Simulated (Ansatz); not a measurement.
Ni (fcc, Cu type)

```xyz
1
Lattice="0.0000 1.7592 1.7592 1.7592 0.0000 1.7592 1.7592 1.7592 0.0000" Properties=species:S:1:pos:R:3 pbc="T T T"
Ni     0.0000     0.0000     0.0000
```

The volume is varied about the relaxed value V₀ at fixed cell shape. Symmetry pins the atoms to their sites.

The numbers are results of PBE (plane waves to 420 eV, PAW, scalar-relativistic; Ansatz, a quantum-chemistry and plane-wave program), not measurements. k mesh 23×23×23 (Γ-centred), Fermi-Dirac smearing 0.05 eV. E stands for the smeared free energy. Compression counts positive. Ni was relaxed with its symmetry unable to fall. Relaxed Ni ends ferromagnetic. Other magnetic orders were not checked, so this need not be the ground state. The zero of ΔE is the relaxed starting cell. The last digit holds for this mesh only.

| V (Å³/atom) | ΔE (meV/atom) |
|---|---|
| 9.800 | 83.0 |
| 10.018 | 50.9 |
| 10.236 | 27.4 |
| 10.453 | 11.7 |
| 10.671 | 2.8 |
| 10.889 | 0.0 |
| 11.107 | 2.6 |
| 11.325 | 10.0 |
| 11.542 | withheld |
| 11.760 | 37.0 |
| 11.978 | 55.7 |

Fit a third-order Birch-Murnaghan form (E₀, V₀, B₀, B₀′ free) to the given rows and predict ΔE at V = 11.542.

Least squares on the 10 given rows: ΔE = E₀ + (9V₀B₀/16)·y²·[2 + (B₀′ − 4)y], y = (V₀/V)^(2/3) − 1, with V₀ = 10.889 Å³/atom, B₀ = 198.1 GPa (160.2 GPa = 1 eV/Å³; the term in eV is multiplied by 1000), B₀′ = 4.96, E₀ = 0.01 meV/atom; root-mean-square residual 0.03 meV/atom. At 11.542 the fit gives 21.6 meV/atom; the calculation gives 21.6 meV/atom, the same to the digits shown. For the pressure the fit gives -10.0 GPa against the computed -10.0 GPa.

(A scan under strain: stresses follow from slopes of the energy per volume, elastic moduli from its curvatures.)
